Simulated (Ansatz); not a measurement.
# Structures of RbTlSe: which is lowest?

Plane-wave DFT in Ansatz with scalar-relativistic PAW potentials, cutoff 420 eV, Γ-centred meshes chosen by cell and gap, Gaussian smearing with energies taken to zero width. Every cell was relaxed (cell and atoms) in a run of its own, within the symmetry of its start. Functional: PBE.

Relaxed structures (starts from databases or built by putting these elements on another compound's sites):
A. P4/nmm, 6 atoms in the computed cell, a = 5.087 Å, c = 8.620 Å; sites (symmetry × multiplicity) Rb 4mm × 2, Tl -4m2 × 2, Se 4mm × 2; start: built
B. P4/nmm, 6 atoms in the computed cell, a = 5.584 Å, c = 7.593 Å; sites (symmetry × multiplicity) Rb 4mm × 2, Tl 4mm × 2, Se -4m2 × 2; start: built

Rank them by energy. Could pressure change the order?

| structure | group | E − E(lowest) (meV/atom) | V (Å³/atom) | gap on mesh (eV) |
| --- | --- | --- | --- | --- |
| A | P4/nmm | 0.0 | 37.18 | 0.98 |
| B | P4/nmm | 71 | 39.46 | 0.22 |

A is lowest, 71 meV/atom under B. The lowest is also the densest of these, so pressure wouldn't bring one of the others in at first order. Other structures may lie lower than all of these, and vibrations aren't counted.

Spin-orbit coupling is left out, which matters for the bands of heavy elements. For Tl, Pb and Bi spin-orbit coupling shifts energies too.